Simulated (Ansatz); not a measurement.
Input file for Ansatz (a program for electronic structure):

Ansatz 0.2 input:
```yaml
crystal:
  lattice:
    - [0.0, 2.6646060027, 2.6646060027]
    - [2.6646060027, 0.0, 2.6646060027]
    - [2.6646060027, 2.6646060027, 0.0]
  atoms:
    - { symbol: As, position: [0.0, 0.0, 0.0] }
    - { symbol: Ga, position: [0.5, 0.5, 0.5] }
kpoints:
  mp_grid: { grid: [10, 10, 10] }
  band_path:
    path:
      - [[0.0, 0.0, 0.0], [0.5, 0.0, 0.5], [0.625, 0.25, 0.625]]  # Γ-X-U
      - [[0.375, 0.375, 0.75], [0.0, 0.0, 0.0], [0.5, 0.5, 0.5], [0.5, 0.25, 0.75], [0.5, 0.0, 0.5]]  # K-Γ-L-W-X
    npoints: 12
hamiltonian:
  xc: r2scan
  pseudopotentials: { kind: paw }
magnetization: { noncollinear: true, spin_orbit: true }
scf:
  n_extra_bands: 12
  convergence: { dr2_threshold: 0.0000000001 }
  occupations: { method: gaussian, width: 0.05 }
output: { eigenvalues: true }
```

Output (shortened):

```
Pseudopotential: As, paw_fr, valence charge 15
Pseudopotential: Ga, paw_fr, valence charge 13
Functional definition: r2SCAN
non-collinear run that drives no moment, with spin-orbit …
Crystal: 2 atoms, lattice volume = 37.838 Å³
Basis set: ecut = 500 eV, 941 PW (Γ), exchange–correlation on 120×120×120 points (64 copies of the dense FFT grid, shifted against one another)
Bands: 40, of which v1, the nominal top of the filled ones, is band 28 counted from 1 (27 counted from 0)
Symmetry: 48 space group operations + 48 with time reversal
k-points: 47 of 1000
Projection manifold: j_resolved (fully-relativistic pseudo-atomic orbitals)
iter 1 solved again at ethr=6.70e-4 eV; its pass at ethr=3.10e-3 eV (dr2=1.88e-1 eV) is discarded
SCF iter   1: F=—  HF=-8649.389512 eV  |F-HF|=—  |Δ(HF+E_count)|=         —  Δρ=3.71e-2  dr2=1.83e-1  dr2_τ=5.33e-4  dr2_m=0.00e0 (ungated)  ethr=6.70e-4  |M|=0.00e0 ∫|m|=0.00e0 μB  |m|>n=0.0e0 m-floor=0.0e0 τ_xc=0.0e0  β_m=0.30  ⟨swp⟩=2.3  Hψ=5810  notcnv=0
preconditioner: auto → none
SCF iter   2: F=—  HF=-8649.449939 eV  |F-HF|=—  |Δ(HF+E_count)|=   6.04e-2  Δρ=2.46e-2  dr2=8.48e-2  dr2_τ=2.03e-4  dr2_m=0.00e0 (ungated)  ethr=6.55e-4  |M|=0.00e0 ∫|m|=0.00e0 μB  |m|>n=0.0e0 m-floor=0.0e0 τ_xc=0.0e0  β_m=0.59  ⟨swp⟩=2.5  Hψ=1388  notcnv=0
preconditioner: auto → Kerker (q_TF=auto, 2.595 Å⁻¹)
spin=Noncollinear: Kerker preconditioning applied to the charge; magnetization (m_x, m_y, m_z) channels mix plain (no charge-response kernel on spin).
SCF iter   3: F=—  HF=-8649.457295 eV  |F-HF|=—  |Δ(HF+E_count)|=   7.36e-3  Δρ=4.76e-3  dr2=3.57e-3  dr2_τ=4.02e-5  dr2_m=0.00e0 (ungated)  ethr=3.03e-4  |M|=0.00e0 ∫|m|=0.00e0 μB  |m|>n=0.0e0 m-floor=0.0e0 τ_xc=0.0e0  β_m=0.56  ⟨swp⟩=2.6  Hψ=1354  notcnv=0  defer=6
SCF iter   4: F=—  HF=-8649.457625 eV  |F-HF|=—  |Δ(HF+E_count)|=   3.31e-4  Δρ=1.38e-3  dr2=5.45e-4  dr2_τ=1.40e-6  dr2_m=0.00e0 (ungated)  ethr=1.27e-5  |M|=0.00e0 ∫|m|=0.00e0 μB  |m|>n=0.0e0 m-floor=0.0e0 τ_xc=0.0e0  β_m=0.73  ⟨swp⟩=2.0  Hψ=1638  notcnv=0  defer=14
SCF iter   5: F=—  HF=-8649.457538 eV  |F-HF|=—  |Δ(HF+E_count)|=   8.72e-5  Δρ=4.96e-4  dr2=7.99e-5  dr2_τ=1.47e-7  dr2_m=0.00e0 (ungated)  ethr=1.95e-6  |M|=0.00e0 ∫|m|=0.00e0 μB  |m|>n=0.0e0 m-floor=0.0e0 τ_xc=0.0e0  β_m=0.73  ⟨swp⟩=2.5  Hψ=1252  notcnv=0  defer=14
SCF iter   6: F=—  HF=-8649.457564 eV  |F-HF|=—  |Δ(HF+E_count)|=   2.62e-5  Δρ=1.53e-4  dr2=9.38e-6  dr2_τ=2.00e-8  dr2_m=0.00e0 (ungated)  ethr=2.85e-7  |M|=0.00e0 ∫|m|=0.00e0 μB  |m|>n=0.0e0 m-floor=0.0e0 τ_xc=0.0e0  β_m=0.86  ⟨swp⟩=3.0  Hψ=1611  notcnv=0  defer=14
SCF iter   7: F=—  HF=-8649.457570 eV  |F-HF|=—  |Δ(HF+E_count)|=   5.32e-6  Δρ=4.63e-5  dr2=1.25e-6  dr2_τ=2.26e-9  dr2_m=0.00e0 (ungated)  ethr=3.35e-8  |M|=0.00e0 ∫|m|=0.00e0 μB  |m|>n=0.0e0 m-floor=0.0e0 τ_xc=0.0e0  β_m=0.93  ⟨swp⟩=3.0  Hψ=1607  notcnv=0  defer=14
SCF iter   8: F=—  HF=-8649.457569 eV  |F-HF|=—  |Δ(HF+E_count)|=   2.33e-7  Δρ=1.28e-5  dr2=9.41e-8  dr2_τ=1.52e-10  dr2_m=0.00e0 (ungated)  ethr=4.46e-9  |M|=0.00e0 ∫|m|=0.00e0 μB  |m|>n=0.0e0 m-floor=0.0e0 τ_xc=0.0e0  β_m=0.97  ⟨swp⟩=2.0  Hψ=1588  notcnv=0  defer=14
SCF iter  11: F=-8649.457569 eV  HF=-8649.457569 eV  |F-HF|=1.27e-11  |Δ(HF+E_count)|=  4.18e-11  Δρ=1.24e-7  dr2=9.04e-12  dr2_τ=2.00e-14  dr2_m=0.00e0 (ungated)  ethr=1.00e-12  |M|=0.00e0 ∫|m|=0.00e0 μB  |m|>n=0.0e0 m-floor=0.0e0 τ_xc=0.0e0  ⟨swp⟩=2.7  Hψ=1953  notcnv=0
SCF 1 converged in 11 iterations: F = -8649.457569 eV  dr2 = 9.04e-12
NSCF: frozen V_eff on 74 k-points
SCF converged after 11 iterations
Magnetization: |M| = 0.0000 μB,  M = (+0.0000, +0.0000, +0.0000) μB
Absolute magnetization: 0.0000 μB (∫|m|)
  site 0: m = (+0.0000, +0.0000, +0.0000) μB, |m| = 0.0000 μB  (R = 1.10 Å)
  site 1: m = (+0.0000, +0.0000, +0.0000) μB, |m| = 0.0000 μB  (R = 1.10 Å)
Free energy (F): -8649.457569 eV
Harris-Foulkes:  -8649.457569 eV  (|F-HF|=1.27e-11)
Internal energy: -8649.456609 eV  (E = F + TS)
E sigma→0 (E₀):  -8649.457089 eV
Entropy (-TS):   -0.000960 eV (-0.480 meV/atom)
Fermi energy:    10.545647 eV
--- Per-component energies (eV) ---
  E_band       = -263.841312
  E_kinetic    = 218.110003
  E_local      = -3352.225172  (includes V_loc(G=0)·N_el)
  E_nonlocal   = -243.067114
  E_hartree    = 1727.142236
  E_xc         = -136.534887
  E_vxc        = -143.833456  (∫ρ·V_xc dr)
  E_paw        = -3846.113246  (= ΣΔE_a)
  E_vpaw       = -204.636237  (= ΣTr[D̂ρ^β])
  E_aug_tail   = -0.000043  (compensation charges beyond the density's cutoff)
  E_vtau       = 7.526266  (kinetic-family band-sum trace: ∫τ·v_τ [+ j·A + Jᵃ·Aᵃ] dr)
  E_ewald      = -3014.687933
  E_core_change = -2.080453  (= ΣΔE_core)
  E_smearing   = -0.000960  (= −TS)
  E_closure    =  0.000000  (closes the sum)
  Σ components = -8649.457569   (vs F -8649.457569, Δ=0.00e0)
  [band-id]    e_kinetic+e_local+e_nonlocal+2·e_hartree+e_vxc+e_vpaw+e_augmentation_tail+e_vtau = -263.841282   (vs E_band -263.841312, Δ=2.93e-5)
--- Band table (eV; the first three rows and the last of 47) ---
  k-point 0: bands = ["-25.9452", "-25.9452", "-25.9452", "-25.9452", "-25.2181", "-25.2181", "-25.2181", "-25.2181", "-25.2115", "-25.2115", "-5.1495", "-5.1495", "-5.1495", "-5.1495", "-4.6936", "-4.6936", "-4.6936", "-4.6936", "-4.6786", "-4.6786", …
  k-point 1: bands = ["-25.9452", "-25.9452", "-25.9450", "-25.9450", "-25.2181", "-25.2181", "-25.2179", "-25.2179", "-25.2113", "-25.2113", "-5.1508", "-5.1508", "-5.1489", "-5.1489", "-4.6966", "-4.6966", "-4.6926", "-4.6926", "-4.6771", "-4.6771", …
  k-point 2: bands = ["-25.9451", "-25.9451", "-25.9446", "-25.9446", "-25.2182", "-25.2182", "-25.2173", "-25.2173", "-25.2109", "-25.2109", "-5.1544", "-5.1544", "-5.1477", "-5.1477", "-4.7050", "-4.7050", "-4.6898", "-4.6898", "-4.6732", "-4.6732", …
  k-point 46: bands = ["-25.9440", "-25.9440", "-25.9438", "-25.9438", "-25.2175", "-25.2175", "-25.2168", "-25.2168", "-25.2090", "-25.2090", "-5.2103", "-5.2103", "-5.1475", "-5.1475", "-4.7540", "-4.7540", "-4.6955", "-4.6955", "-4.6511", "-4.6511", …
```

Cost: around 29 core-seconds (rough) on shared cores.

Space group Fm-3m (rock salt). The start of the workflow was typed in or built on a structure type; neither database checked (COD, Materials Project) lists it. It is not the phase usual at ambient conditions (space group No. 216). The cell was relaxed with r²SCAN under the symmetry of its start; whether a distortion lowers the energy is not shown.

Potentials: the later of the program's two PAW sets.

Ansatz is a plane-wave DFT program.
